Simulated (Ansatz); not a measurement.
All numbers below come from DFT PBE, scalar-relativistic, plane waves, PAW in Ansatz 0.2.0. All cells share a 420 eV cutoff and Γ-centred k meshes spaced at most about 0.3 Å⁻¹ (about 0.25 or finer for metals, 2π included). No spin polarisation in the final relaxations.

All energies are static (0 K, no zero-point motion).

Two forms of ScBiTe₃S were relaxed alike.

A.

```cif
data_structure
_symmetry_space_group_name_H-M 'P4mm'
_symmetry_Int_Tables_number 99
_cell_length_a 5.1868
_cell_length_b 5.1868
_cell_length_c 9.9569
_cell_angle_alpha 90.000
_cell_angle_beta 90.000
_cell_angle_gamma 90.000
_cell_volume 267.87
loop_
_atom_site_label
_atom_site_type_symbol
_atom_site_symmetry_multiplicity
_atom_site_Wyckoff_symbol
_atom_site_fract_x
_atom_site_fract_y
_atom_site_fract_z
_atom_site_occupancy
Sc1 Sc 1 a 0.00000 0.00000 0.34572 1
Bi1 Bi 1 b 0.50000 0.50000 0.24276 1
Te1 Te 2 c 0.50000 0.00000 0.47886 1
Te2 Te 1 b 0.50000 0.50000 0.96902 1
S1 S 1 b 0.50000 0.50000 0.57176 1
```

B.

```cif
data_structure
_symmetry_space_group_name_H-M 'P4/mmm'
_symmetry_Int_Tables_number 123
_cell_length_a 5.9252
_cell_length_b 5.9252
_cell_length_c 5.5805
_cell_angle_alpha 90.000
_cell_angle_beta 90.000
_cell_angle_gamma 90.000
_cell_volume 195.92
loop_
_atom_site_label
_atom_site_type_symbol
_atom_site_symmetry_multiplicity
_atom_site_Wyckoff_symbol
_atom_site_fract_x
_atom_site_fract_y
_atom_site_fract_z
_atom_site_occupancy
Sc1 Sc 1 a 0.00000 0.00000 0.00000 1
Bi1 Bi 1 b 0.00000 0.00000 0.50000 1
Te1 Te 2 f 0.00000 0.50000 0.00000 1
Te2 Te 1 c 0.50000 0.50000 0.00000 1
S1 S 1 d 0.50000 0.50000 0.50000 1
```

Question: Which form is favoured at zero pressure, and by what margin per atom?

Answer: B is lower, by 20 meV/atom. A has space group P4mm (No. 99), 44.6 Å³/atom and no gap on its mesh; B has space group P4/mmm (No. 123), 32.7 Å³/atom and no gap. Counting Bi, Sc or Te atoms around S (for each partner element, those within 1.25 times its shortest distance or 1.15 times the sum of covalent radii, where it is the nearest in units of that sum or under 1.3; a plus sign parts groups by distance over the sum of covalent radii), A has S 4+1 and B has S 2. B holds Te–Te nets (shortest 2.96 Å); in A the shortest Te–Te distance is 3.67 Å. In A, Sc has 4 Te at 2.91 Å; around Bi lie 1 Te at 2.73 Å and 1 S at 3.28 Å; Te on a site of symmetry 2mm has 2 S at 2.75 Å and 2 Sc at 2.91 Å; around S lie 4 Te at 2.75 Å and 1 Bi at 3.28 Å; 1 more site not described. In B, Sc is surrounded by 2 Bi at 2.79 Å and 4 Te at 2.96 Å; Bi has 2 Sc at 2.79 Å; Te on a site of symmetry mmm is surrounded by 2 Sc at 2.96 Å and 2 Te at 2.96 Å; S has 2 Te at 2.79 Å; 1 more site not described. Both come from invented guesses.

Weakly bound directions are ill-defined at this level, which has no dispersion term (P4mm), and this can change margins and order among such cells. These runs have no spin–orbit coupling, which can matter for Bi and Te. Cells relaxed within their symmetry can be saddle points.
